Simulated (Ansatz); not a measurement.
Ga2O3 (corundum)

```
Ga2O3
1.0
    2.49228     1.43892     4.48057
   -2.49228     1.43892     4.48057
    0.00000    -2.87783     4.48057
Ga O
4 6
Direct
  0.85540   0.85540   0.85540
  0.64460   0.64460   0.64460
  0.14460   0.14460   0.14460
  0.35540   0.35540   0.35540
  0.05363   0.44637   0.75000
  0.75000   0.05363   0.44637
  0.44637   0.75000   0.05363
  0.94637   0.55363   0.25000
  0.25000   0.94637   0.55363
  0.55363   0.25000   0.94637
```

Equation-of-state scan: isotropic scaling of the cell above, V₀ being its volume. The atoms relax within the cell's symmetry.

Computed with r2SCAN (plane waves to 500 eV, PAW, scalar-relativistic; Ansatz, an electronic-structure program). k mesh 9×9×9 (Γ-centred), Fermi-Dirac smearing 0.05 eV. Energies are smeared free energies. Compression counts positive. With the shape held, the modulus is that of even scaling; a crystal free to change shape is softer. Ga2O3 was relaxed with its symmetry unable to fall. ΔE is measured from the relaxed starting cell.

```json
[
 {"V (Å³/atom)": "9.062", "ΔE (meV/atom)": "28.6"},
 {"V (Å³/atom)": "9.207", "ΔE (meV/atom)": "15.6"},
 {"V (Å³/atom)": "9.352", "ΔE (meV/atom)": "withheld"},
 {"V (Å³/atom)": "9.496", "ΔE (meV/atom)": "1.6"},
 {"V (Å³/atom)": "9.641", "ΔE (meV/atom)": "0.0"},
 {"V (Å³/atom)": "9.785", "ΔE (meV/atom)": "1.6"},
 {"V (Å³/atom)": "9.930", "ΔE (meV/atom)": "6.1"},
 {"V (Å³/atom)": "10.075", "ΔE (meV/atom)": "13.3"},
 {"V (Å³/atom)": "10.219", "ΔE (meV/atom)": "23.0"}
]
```

Problem. Fit a third-order Birch-Murnaghan form (E₀, V₀, B₀, B₀′ free) to the given rows and predict ΔE at V = 9.352.

Solution. Least squares on the 8 given rows: ΔE = E₀ + (9V₀B₀/16)·y²·[2 + (B₀′ − 4)y], y = (V₀/V)^(2/3) − 1, with V₀ = 9.640 Å³/atom, B₀ = 235.9 GPa (160.2 GPa = 1 eV/Å³; the term in eV is multiplied by 1000), B₀′ = 4.60, E₀ = 0.00 meV/atom; root-mean-square residual 0.03 meV/atom. At 9.352 the fit gives 6.7 meV/atom; the calculation gives 6.7 meV/atom, the same to the digits shown. For the pressure the fit gives 7.7 GPa against the computed 7.7 GPa.

(Under strain, the slope of the energy per volume gives the stress and its curvature an elastic modulus.)
